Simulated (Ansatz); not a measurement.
**OsBr₂ (1T monolayer) from LDA to hybrids**

All numbers come from the PAW code Ansatz. The cell comes from a prototype generator: it can be a known phase or a hypothetical one. No magnetic order is allowed.

The cell is OsBr₂ as a 1T monolayer; cell and atoms were relaxed with r2SCAN. The sheet's in-plane cell has a = 3.794 Å, b = 3.794 Å (γ = 120.0°), and its outermost atoms lie 2.57 Å apart along the normal. Os is surrounded by 6 Br at 2.54 Å; Br is surrounded by 3 Os at 2.54 Å.

```yaml
crystal:
  lattice:
    - [3.79354, 0.00000, 0.00000]
    - [-1.89677, 3.28530, 0.00000]
    - [0.00000, 0.00000, 30.15072]
  atoms:
    - { symbol: Os, position: [0.00000, 0.00000, 0.29850] }
    - { symbol: Br, position: [0.33333, 0.66667, 0.34107] }
    - { symbol: Br, position: [0.66667, 0.33333, 0.25593] }
```
Periodic in the plane only; c spans the vacuum.

Relaxed lattice by functional, symmetry kept:

| functional | k mesh | a (Å) | thickness (Å) |
| --- | --- | --- | --- |
| PBE | 12×12×1 | 3.830 | 2.52 |
| r2SCAN | 12×12×1 | 3.794 | 2.57 |
| PBEsol | 12×12×1 | 3.778 | 2.48 |
| LDA | 12×12×1 | 3.751 | 2.46 |
| HSE06 | 6×6×1 | 3.783 | 2.55 |

Gaps on the r2SCAN cell, each the least over its mesh and the special points:

| level | k mesh | gap (eV) | kind | edges | least direct gap (eV) |
| --- | --- | --- | --- | --- | --- |
| LDA | 12×12×1 | 1.06 | indirect | Γ–M (0.47) → Γ–M (0.46) | 1.06 |
| PBE+SOC | 12×12×1 | 1.18 | indirect | Γ–M (0.47) → Γ–M (0.46) | 1.18 |
| r2SCAN | 12×12×1 | 1.65 | direct | Γ–M (0.46) | 1.65 |
| r2SCANh | 6×6×1 | 2.48 | direct | Γ–M (0.46) | 2.48 |
| HSE06 | 6×6×1 | 2.66 | direct | Γ–M (0.46) | 2.66 |
| HSE06+SOC | 6×6×1 | 2.62 | direct | Γ–M (0.46) | 2.62 |
| PBE0 | 6×6×1 | 3.41 | direct | Γ–M (0.46) | 3.41 |

PBE+SOC: smearing of 0.02 eV; the others have fixed occupations.
Wave cutoffs: 420 eV, 500 eV (r2SCAN, r2SCANh).
Points off the special ones are mesh points or PBE's searched band edges, reused at the other levels. PBE's own run along the path (1.21 eV) came before the search for the edges and missed one, so it isn't listed. Set aside, since their points miss a band edge that the other levels read or their mesh is too coarse: Hartree-Fock.

The HSE06 gap is direct at Γ–M (0.46 of the way from Γ): 2.66 eV. Spin-orbit coupling changes the HSE06 gap by -0.04 eV, to 2.62 eV.

Spin-orbit coupling moves the least or the direct gap by up to 0.04 eV, so it can be left out where a tenth of an eV counts. Direct and least gap lie within 0.04 eV at some levels, so the kind of gap isn't settled.

Only the levels marked +SOC include spin-orbit coupling.

The meshes of the hybrids are coarse, so their gaps aren't converged to the digits shown.
